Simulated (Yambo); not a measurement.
**Optical response of KF at -0.7 % isotropic strain**

```
CELL_PARAMETERS angstrom
      0.00000     2.63236     2.63236
      2.63236     0.00000     2.63236
      2.63236     2.63236     0.00000
ATOMIC_POSITIONS crystal
  F  0.50000 0.50000 0.50000
  K  0.00000 0.00000 0.00000
```

Yambo, RPA with local fields on PBEsol bands; 16×16×16 mesh, 27 bands, 4 Ry local-field block, 0.2 eV broadening; field along x.

```csv
E (eV),Im ε,Re ε,"Im ε, independent particles"
0.0,0.00,1.94,0.00
0.6,0.00,1.94,0.00
1.2,0.00,1.95,0.00
1.9,0.00,1.96,0.01
2.5,0.01,1.98,0.01
3.1,0.01,2.00,0.01
3.8,0.01,2.03,0.01
4.4,0.02,2.08,0.02
5.0,0.02,2.14,0.03
5.6,0.04,2.23,0.04
6.2,0.12,2.40,0.13
6.9,0.33,2.44,0.36
7.5,0.46,2.46,0.51
8.1,0.61,2.51,0.68
8.8,0.89,2.46,1.01
9.4,1.11,2.33,1.26
10.0,1.35,2.08,1.51
10.6,1.42,1.51,1.49
11.2,0.73,1.56,0.80
11.9,1.23,1.75,1.39
12.5,0.97,1.30,1.01
13.1,0.93,1.43,1.05
13.8,1.07,1.25,1.19
14.4,0.70,1.05,0.77
15.0,0.42,1.44,0.47
15.6,0.69,1.42,0.71
16.2,0.82,1.39,0.84
16.9,0.61,1.29,0.67
17.5,0.56,1.54,0.88
18.1,0.76,1.63,1.78
18.8,1.00,1.49,2.39
19.4,1.19,1.21,2.20
20.0,0.75,0.90,1.33
```

Structure narrower than a few tenths of an eV can come from the finite k mesh. Convergence of the RPA response with its 16×16×16 mesh was not tested. No excitonic effects at this level.

Geometry strained from the cell relaxed with PBEsol, atoms relaxed again.
